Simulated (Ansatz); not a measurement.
## Equation of state of niobium, dhcp

Method: DFT, m-r2SCAN, plane waves (500 eV) with PAW, scalar-relativistic (Ansatz). (PAW data from PBE, frozen cores regenerated.)

The cell is scaled uniformly from the relaxed one, with fractional coordinates and shape fixed. Energies are extrapolated to zero smearing, pressures are those at the given smearing. Magnetic state: non-magnetic.

```json
{"V (Å³/atom)": "16.326", "E − E₀ (meV/atom)": "170.8", "P (GPa)": "26.88"}
{"V (Å³/atom)": "17.068", "E − E₀ (meV/atom)": "71.7", "P (GPa)": "16.31"}
{"V (Å³/atom)": "17.811", "E − E₀ (meV/atom)": "17.2", "P (GPa)": "7.51"}
{"V (Å³/atom)": "18.553", "E − E₀ (meV/atom)": "0.0", "P (GPa)": "0.19"}
{"V (Å³/atom)": "19.295", "E − E₀ (meV/atom)": "13.8", "P (GPa)": "-5.92"}
{"V (Å³/atom)": "20.037", "E − E₀ (meV/atom)": "53.6", "P (GPa)": "-11.01"}
{"V (Å³/atom)": "20.779", "E − E₀ (meV/atom)": "114.9", "P (GPa)": "-15.21"}
```

(1) Fit a third-order Birch-Murnaghan equation.

## Answers

(1) V₀ = 18.57 Å³/atom, B₀ = 166 GPa, B₀′ = 3.5.

m-r²SCAN is r²SCAN on the gauge-invariant kinetic-energy density; without spin polarisation the two are equal.
